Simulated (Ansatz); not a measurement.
Co$_{3}$Sn$_{2}$S$_{2}$:
Space group R-3m, hexagonal axes (No. 166); a = b = 5.2937 Å, c = 12.9722 Å, α = β = 90.00°, γ = 120.00°

| atom | site | symmetry | x | y | z |
|---|---|---|---|---|---|
| Co | 9d | .2/m | 0.5000 | 0.5000 | 0.5000 |
| Sn | 3b | -3m | 0.0000 | 0.0000 | 0.5000 |
| Sn | 3a | -3m | 0.0000 | 0.0000 | 0.0000 |
| S | 6c | 3m | 0.0000 | 0.0000 | 0.2817 |
(The calculation used a cell of 7 atoms; values per cell refer to that cell.)
The run is spin-polarised, in the one order tried: ferromagnetic.

Relaxed at zero pressure with plane-wave PAW PBEsol (Ansatz code).

Q: The volume is raised by 3 % and shape and atoms relax at that volume. What pressure results, and how do the axes share the change?

A: -3.3 GPa; a 1.0 %, b 1.0 %, c 0.9 %; the energy rises by 5 meV/atom.

Q: Give the new structure.

A: 
Space group R-3m, hexagonal axes (No. 166); a = b = 5.3481 Å, c = 13.0908 Å, α = β = 90.00°, γ = 120.00°

```tsv
atom	site	symmetry	x	y	z
Co	9d	.2/m	0.5000	0.5000	0.5000
Sn	3b	-3m	0.0000	0.0000	0.5000
Sn	3a	-3m	0.0000	0.0000	0.0000
S	6c	3m	0.0000	0.0000	0.2802
```

The phase is kept; no other phase was compared at this pressure.

The workflow started from a Materials Project entry (that database holds measured and hypothetical structures alike); the Crystallography Open Database files this formula in space group No. 166, but the cells were not matched. Its standing as an ambient phase is unchecked. The cell was relaxed with PBEsol under the symmetry of its start; its stability against distortions is not shown here. Spin order of the final state: ferromagnetic, the only order run, not a proven ground state. No Hubbard U is applied. Spin–orbit coupling is left out wherever it is not named.

Potentials: the later of the program's two PAW sets.
